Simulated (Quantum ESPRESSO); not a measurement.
## Band energies of LuCuS$_{2}$

```
CELL_PARAMETERS angstrom
      3.79733     0.00000     0.00000
     -1.89866     3.28858     0.00000
      0.00000     0.00000     5.98315
ATOMIC_POSITIONS crystal
  S  0.66667 0.33333 0.77074
  S  0.00000 0.00000 0.27457
  Cu 0.66667 0.33333 0.39234
  Lu 0.33333 0.66667 0.00535
```

norm-conserving PBEsol (Quantum ESPRESSO, 100 Ry, without SOC); path ΓMKΓALHA,LM,KH; energies in eV from the valence-band maximum.

| k (1/Å) | point | band 24 | band 25 | band 26 | band 27 | band 28 | band 29 | band 30 | band 31 |
|---|---|---|---|---|---|---|---|---|---|
| 0.00 | Γ | -2.16 | -2.16 | -0.19 | 0.00 | 0.00 | 1.77 | 2.59 | 2.59 |
| 0.53 |  | -2.64 | -2.02 | -1.70 | -0.98 | -0.97 | 1.63 | 3.15 | 3.80 |
| 0.96 | M | -2.47 | -2.27 | -2.03 | -1.87 | -1.46 | 1.37 | 4.19 | 4.65 |
| 1.07 |  | -2.49 | -2.33 | -2.05 | -1.87 | -1.40 | 1.53 | 4.09 | 4.37 |
| 1.51 | K | -2.65 | -2.27 | -2.03 | -1.72 | -1.42 | 2.88 | 3.64 | 3.66 |
| 1.62 |  | -2.65 | -2.29 | -2.02 | -1.78 | -1.33 | 2.83 | 3.49 | 3.75 |
| 2.17 |  | -2.58 | -2.10 | -1.49 | -1.05 | -0.45 | 2.25 | 2.56 | 3.32 |
| 2.61 | Γ | -2.16 | -2.16 | -0.19 | 0.00 | 0.00 | 1.77 | 2.59 | 2.59 |
| 2.71 |  | -2.13 | -2.13 | -0.34 | -0.05 | -0.05 | 1.80 | 2.57 | 2.57 |
| 3.13 | A | -1.81 | -1.81 | -1.31 | -0.51 | -0.51 | 1.86 | 2.42 | 2.42 |
| 3.24 |  | -1.83 | -1.82 | -1.29 | -0.65 | -0.56 | 1.98 | 2.42 | 2.52 |
| 3.88 |  | -2.32 | -2.30 | -1.96 | -0.95 | -0.95 | 1.28 | 3.46 | 3.82 |
| 4.09 | L | -2.36 | -2.34 | -2.16 | -0.97 | -0.83 | 1.17 | 3.36 | 4.06 |
| 4.42 |  | -2.64 | -2.28 | -1.91 | -1.52 | -1.16 | 2.02 | 3.65 | 4.13 |
| 4.64 | H | -2.72 | -2.25 | -1.81 | -1.60 | -1.44 | 2.63 | 3.39 | 3.58 |
| 4.92 |  | -2.60 | -2.24 | -1.79 | -1.49 | -1.24 | 2.31 | 2.89 | 4.26 |
| 5.38 |  | -2.18 | -1.88 | -1.28 | -1.16 | -0.93 | 2.36 | 2.48 | 3.61 |
| 5.74 | A | -1.81 | -1.81 | -1.31 | -0.51 | -0.51 | 1.86 | 2.42 | 2.42 |
| 5.74 | L | -2.36 | -2.34 | -2.16 | -0.97 | -0.83 | 1.17 | 3.36 | 4.06 |
| 6.27 | M | -2.47 | -2.27 | -2.03 | -1.87 | -1.46 | 1.37 | 4.19 | 4.65 |
| 6.27 | K | -2.65 | -2.27 | -2.03 | -1.72 | -1.42 | 2.88 | 3.64 | 3.66 |
| 6.80 | H | -2.72 | -2.25 | -1.81 | -1.60 | -1.44 | 2.63 | 3.39 | 3.58 |

The PBEsol gap is indirect, 1.17 eV, from Γ to L; the smallest direct gap is 1.77 eV.

The 3d shell has no Hubbard U; the runs are without spin polarisation, and magnetic order was not tried. The 4f states are in the valence at their DFT position.

Geometry relaxed with PBEsol.

The structure is a Materials Project entry; no match was found in the copy of COD used, and its stability was not checked.
